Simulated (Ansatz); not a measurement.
Consider the following.

TiO2:
```cif
data_O4Ti2
_chemical_formula_sum 'Ti2 O4'
_space_group_name_H-M_alt 'P42/mnm'
_space_group_IT_number 136
_space_group_name_Hall '-P 4n 2n'
_cell_length_a 4.59117
_cell_length_b 4.59117
_cell_length_c 2.93906
_cell_angle_alpha 90.000
_cell_angle_beta 90.000
_cell_angle_gamma 90.000
loop_
_atom_site_label
_atom_site_type_symbol
_atom_site_symmetry_multiplicity
_atom_site_Wyckoff_symbol
_atom_site_fract_x
_atom_site_fract_y
_atom_site_fract_z
_atom_site_occupancy
Ti1 Ti 2 a 0.00000 0.00000 0.00000 1
O1 O 4 f 0.30444 0.30444 0.00000 1
```

This is the PBEsol-relaxed structure.

### Question
All from the program Ansatz at the PBEsol level (PAW), unless another level is named. Predict the band gap.

### Answer
1.87 eV (direct).

### Question
What about the formation energy from the elements (no fitted shifts)?

### Answer
-3.07 eV/atom.

### Question
What about the HSE06 gap on the PBEsol cell?

### Answer
3.40 eV.

### Question
What about the electron effective mass?

### Answer
0.54, 1.1, 1.1 mₑ (principal values).

Space group P4_2/mnm (rutile). The cell was relaxed with PBEsol under the symmetry of its start. No spin polarisation was allowed. The references are the lowest solids computed at this level, not always the standard phases (solids in place of the gases).

Potentials: the later of the program's two PAW sets.
